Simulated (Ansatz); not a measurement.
Take a crystal in which Tl has been replaced by Ga on all its sites, with the cell rescaled by a rough guess (in some cases also distorted within its space group) and nothing relaxed:

```xyz
1
Lattice="-1.8275 1.8275 1.8275 1.8275 -1.8275 1.8275 1.8275 1.8275 -1.8275" Properties=species:S:1:pos:R:3 pbc="T T T"
Ga    0.0000    0.0000    0.0000
```

Theory: Ansatz 0.2.0, DFT PBEsol, scalar-relativistic, plane waves, PAW.

Plane waves to 420 eV, a k mesh through Γ of 16×16×16 on the computed 1-atom cell and Gaussian smearing (0.10 eV); no spin polarisation.

Q: What pressure does the cell carry?

A: The pressure is -8.5 GPa (positive in compression), so the cell would contract.

Q: Is it a metal on this mesh?

A: Yes, a band crosses the Fermi level.

This bcc form isn't the element's structure at ambient conditions.